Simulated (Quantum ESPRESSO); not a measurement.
# Computed records: Mg2GaS3F (made-up cell, one site empty)

Computed with Quantum ESPRESSO 7.5. Calculation on a made-up crystal cell, not a measurement, with one named mistake planted (healthy values lack it): periodic Kohn-Sham density functional theory in plane waves with PseudoDojo standard norm-conserving scalar-relativistic pseudopotentials, each functional with its own files (v0.5 for PBE, v0.4.1 for LDA and PBEsol), no spin polarisation, no spin-orbit coupling, atoms not relaxed, stress positive in tension, energies less a fixed whole-eV offset for each atom's element; levels are Kohn-Sham levels at fractions of this cell's reciprocal vectors, counted from the reference band (half the neutral cell's valence electrons, rounded up) at Gamma; error bars cover cutoff and k-mesh only, not smearing or the files; each bar is the largest change over components, and at least 0.002 eV, 0.002 eV per angstrom or 0.02 GPa; a charged cell sits in a uniform background, with energy and stress on this program's zero of potential; energies are for the whole cell, and the offsets were chosen from early runs and are not element reference energies; a distance is the largest change of any value in units of its error bar (the energy's for the smearing term), a scale change is of lengths, and a coarse mesh keeps the half-step shift; machines and their load varied, so run times do not measure scaling.

```json
{"formula": "Mg2GaS3F", "kind": "made-up cell, one site empty", "intended_structure": {"cell_angstrom": [[5.4257, 0.0093, -0.0426], [0.0093, 5.3684, 0.0428], [-0.0426, 0.0428, 5.3807]], "atoms_fractional": [["Ga", -0.00305, 0.50238, 0.49365], ["Mg", 0.51382, -0.00205, 0.51013], ["Mg", 0.50032, 0.49863, -0.00926], ["S", 0.24825, 0.23837, 0.24067], ["F", 0.25672, 0.75668, 0.74707], ["S", 0.74492, 0.25371, 0.75795], ["S", 0.75793, 0.76853, 0.25424]]}, "given": {"lattice_type": "zincblende/diamond", "empty_site": 1, "intended_functional": "pbe", "intended_cutoff [eV]": 1143, "intended_fermi_dirac_smearing [eV]": 0.025, "intended_scf_tolerance [eV]": 1e-07, "intended_electrons_removed": 0, "healthy_free_energy_less_offsets [eV]": 7.81, "healthy_scf_iterations": 10, "healthy_smearing_term_minus_ts [eV]": 0.0, "healthy_pressure [GPa]": -0.55, "healthy_stress_xx [GPa]": 1.52, "healthy_stress_yy [GPa]": 0.22, "healthy_stress_zz [GPa]": -0.1, "healthy_stress_yz [GPa]": -2.2, "healthy_stress_xz [GPa]": -0.28, "healthy_stress_xy [GPa]": 0.55, "healthy_reference_band": 29, "fault_kind": "wrong charge", "fault_electrons_removed": 1, "faulty_run_command": "mpirun -np 4 pw.x -nk 4 -in in", "faulty_run_processor": "AMD EPYC, Zen 5 class, virtual cores", "intended_k_mesh": "4 x 4 x 4, shifted by half a step", "structure_shown": "as intended, without the mistake", "atom_site": [2, 3, 4, 5, 6, 7, 8], "atom_energy_offset [eV]": [-2080, -1617, -1617, -302, -677, -302, -302], "healthy_force_site": [2, 3, 4, 5, 6, 7, 8], "healthy_force_x [eV/angstrom]": [-0.265, -1.335, -0.833, -1.184, 0.729, 1.912, 0.976], "healthy_force_y [eV/angstrom]": [-0.786, -0.406, 1.264, 0.816, -0.782, 0.486, -0.593], "healthy_force_z [eV/angstrom]": [-0.485, 0.458, 0.286, 0.804, -0.61, -0.189, -0.264], "healthy_level_k_point": ["Gamma", "(1/2,1/2,1/2)", "(0.15,0,0)", "(0,0.15,0)", "(0,0,0.15)"], "healthy_next_band_up [eV]": [1.247, 1.486, 1.549, 1.521, 1.536]}, "results": {"faulty_free_energy_less_offsets [eV]": 4.694, "faulty_scf_iterations": 13, "faulty_smearing_term_minus_ts [eV]": -0.01357, "faulty_pressure [GPa]": -9.812, "faulty_stress_xx [GPa]": 11.0, "faulty_stress_yy [GPa]": 9.372, "faulty_stress_zz [GPa]": 9.061, "faulty_stress_yz [GPa]": -3.148, "faulty_stress_xz [GPa]": 1.171, "faulty_stress_xy [GPa]": 1.958, "faulty_force_site": [2, 3, 4, 5, 6, 7, 8], "faulty_force_x [eV/angstrom]": [0.1857, -1.575, -1.08, -1.263, 0.6504, 2.018, 1.064], "faulty_force_y [eV/angstrom]": [-0.4, -0.8362, 1.608, 0.701, -0.9424, 0.4879, -0.6186], "faulty_force_z [eV/angstrom]": [-0.08465, 0.7744, -0.08661, 0.7833, -0.7687, -0.3039, -0.3138], "faulty_reference_band": 29, "faulty_level_k_point": ["Gamma", "(1/2,1/2,1/2)", "(0.15,0,0)", "(0,0.15,0)", "(0,0,0.15)"], "faulty_next_band_up [eV]": [1.726, 1.956, 2.014, 1.981, 1.994], "other_mistakes_compared": 7, "distance_from_healthy [error bars]": 1417.0, "distance_from_nearest_other_mistake [error bars]": 1301.0, "healthy_error_bar_energy [eV]": 0.002199, "healthy_error_bar_stress [GPa]": 0.02, "healthy_error_bar_force [eV/angstrom]": 0.004725, "healthy_error_bar_next_band_up [eV]": 0.002, "faulty_wall_time_of_scf_and_band_steps_on_a_shared_machine [s]": 46.8}}
```
